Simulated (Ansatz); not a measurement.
All numbers below come from DFT PBE, scalar-relativistic, plane waves, PAW (Ansatz). All cells share a 420 eV cutoff and Γ-centred k meshes spaced about 0.3 Å⁻¹ or finer (0.25 for metals, 2π included). Collinear spin where magnetic atoms keep a moment.

All energies are static (0 K, no zero-point motion).

Compare these two cells of Ba₂Tl₅V₃O₁₂, each relaxed at this level.

A. (no moments)

```xyz
22
Lattice="8.1542 0.0000 0.0000 -4.0771 7.0618 0.0000 0.0000 0.0000 6.9213" Properties=species:S:1:pos:R:3 pbc="T T T"
Ba    0.0000    0.0000    1.6301
Ba    0.0000    0.0000    5.2912
V     4.0771    0.0000    0.0000
V    -2.0386    3.5309    0.0000
V     2.0386    3.5309    0.0000
Tl    4.0771    0.0000    3.4606
Tl   -2.0386    3.5309    3.4606
Tl    2.0386    3.5309    3.4606
Tl    0.0000    4.7078    1.5565
Tl    4.0771    2.3539    5.3647
O     1.3636    2.4246    5.6370
O     1.2956    7.0304    5.6370
O    -2.6592    4.6685    5.6370
O     1.4179    2.3932    1.2843
O     5.4407    4.6372    1.2843
O     5.3727    0.0313    1.2843
O     2.7135    4.6372    1.2843
O     2.7815    0.0313    1.2843
O     6.7363    2.3932    1.2843
O     2.6592    4.6685    5.6370
O    -1.3636    2.4246    5.6370
O    -1.2956    7.0304    5.6370
```

B. (ferromagnetic moments up to 0.2 μB)

```xyz
22
Lattice="4.2370 2.4462 6.1284 -4.2370 2.4462 6.1284 0.0000 -4.8924 6.1284" Properties=species:S:1:pos:R:3 pbc="T T T"
Ba    0.0000    0.0000    9.1926
Ba    0.0000    0.0000    0.0000
V     0.0000    2.4462    6.1284
V    -2.1185   -1.2231    6.1284
V     2.1185   -1.2231    6.1284
Tl    0.0000   -2.4462    3.0642
Tl    2.1185    1.2231    3.0642
Tl   -2.1185    1.2231    3.0642
Tl    0.0000    0.0000   13.6133
Tl    0.0000    0.0000    4.7719
O     2.6931   -0.0671    7.4143
O    -1.2884    2.3659    7.4143
O    -1.4047   -2.2988    7.4143
O    -1.4047    2.2988   10.9709
O     2.6931    0.0671   10.9709
O    -1.2884   -2.3659   10.9709
O    -2.6931    0.0671   10.9709
O     1.2884   -2.3659   10.9709
O     1.4047    2.2988   10.9709
O     1.4047   -2.2988    7.4143
O    -2.6931   -0.0671    7.4143
O     1.2884    2.3659    7.4143
```

Task: Which would you expect to be lower, and how large is the difference?

Result: B is lower, by 70 meV/atom. A has space group P-3m1 (No. 164), 18.1 Å³/atom and no gap on its mesh; B has space group R-3m (No. 166), 17.3 Å³/atom and no gap. Counting O atoms around Ba, Tl and V (those within 1.25 times the shortest such distance or 1.15 times the sum of covalent radii; the shortest distance is added where it is long for a bond; a slash parts the counts of unlike sites), A has Ba 6, Tl 4 from 2.5 Å/6 from 2.7 Å, V 4 and B has Ba 12, Tl 4/6 from 2.8 Å, V 4. Their magnetic states differ too, which can make part of the margin. The denser one is the lower, and pressure would at first widen the difference. In A, Ba has 6 O at 2.80 Å; V has 4 O at 1.82 Å and 2 Tl at 2.82 Å; around Tl on a site of symmetry 2/m lie 4 O at 2.53 Å and 2 Tl at 3.03 Å; around O lie 1 V at 1.82 Å, 1 Tl at 2.53 Å, 4 O at 2.57–2.84 Å, 1 Tl at 2.73 Å and 1 Ba at 2.80 Å; 1 more site not described. In B, Ba on its first site has 12 O at 3.23 Å and 6 V at 3.92 Å; around V lie 4 O at 1.82 Å, 2 Tl at 2.80 Å, 4 O at 3.90 Å, 2 Ba at 3.92 Å, 4 Tl at 3.92 Å and 4 O at 4.05 Å; around Tl on a site of symmetry 2/m lie 4 O at 2.36 Å, 2 Tl at 2.98 Å, 2 Ba at 3.92 Å and 4 V at 3.92 Å; O has 1 V at 1.82 Å, 1 Tl at 2.36 Å, 2 O at 2.58 Å, 1 O at 2.81 Å, 1 Tl at 2.84 Å, 1 O at 3.09 Å and 2 Ba at 3.22–3.23 Å; 2 more sites not described. Both come from trial cells of a structure search, whose lowest cell (P1, 23.2 Å³/atom) lies 0.79 eV/atom below the lower of the two.

Spin–orbit coupling, which can matter for Tl, is left out. No Hubbard U is applied to the open shell of V. Another magnetic order may lie lower. Trial moments fell under 0.15 μB along the way in P-3m1; another start might hold them. In such compounds a missing gap is often an artefact of a semilocal functional without U, since the open shell pins the Fermi level. With atoms moved at random, A (by 0.84 eV/atom) fell into a lower structure. B had no clear such test and can be a saddle point. Some structure types and database cells were kept out of the candidates from the start, so a known form may be missing.
